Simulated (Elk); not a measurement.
An Elk run on TiOs with settings drawn from a wide range, so not all are converged; totals and levels move with the basis, and no second program has checked them. Computed with DFT, LDA (Perdew-Zunger), all-electron APW+lo, Dirac cores, scalar-relativistic bands with second-variational spin-orbit coupling in Elk 11.2.3 with local patches. Elk's input is in atomic units.

Command: `OMP_NUM_THREADS=1 elk` The run took 0.02 s on 1 thread of Arm Neoverse V1 (shared host), peak memory 0.04 GiB.

```
tasks
  0
  110
  115

xctype
  2

rgkmax
  6

gmaxvr
  14

lmaxapw
  8

lmaxo
  5

lmaxi
  4

nrmtscf
  1.5

nempty
  8

epspot
  1e-07

epsengy
  1e-05

maxscl
  100

swidth
  0.001

stype
  3

lradstp
  4

mixtype
  1

hmaxvr
  6

tforce
  .true.

autolinengy
  .true.

spinorb
  .true.

sppath
  './'

avec
  5.97160173256 0.00000000000 0.00000000000
  0.00000000000 5.97160173256 0.00000000000
  0.00000000000 0.00000000000 5.97160173256

atoms
  2
  'Ti.in'
  1
  0.500000000000 0.500000000000 0.500000000000   0.000 0.000 0.000
  'Os.in'
  1
  0.000000000000 0.000000000000 0.000000000000   0.000 0.000 0.000

ngridk
  11 11 11
```

Muffin-tin radii in the species files: Os 2.25, Ti 1.93 bohr.

The geometry is COD entry 1537945, unchecked; take it as a test cell. The listed cell was then made from it by scaling, straining or moving an atom.

Problem. What does the run give?

Solution. It refused before any iteration.
```
Error(init0): requested spin-polarised run with spin-unpolarised
 exchange-correlation functional
```
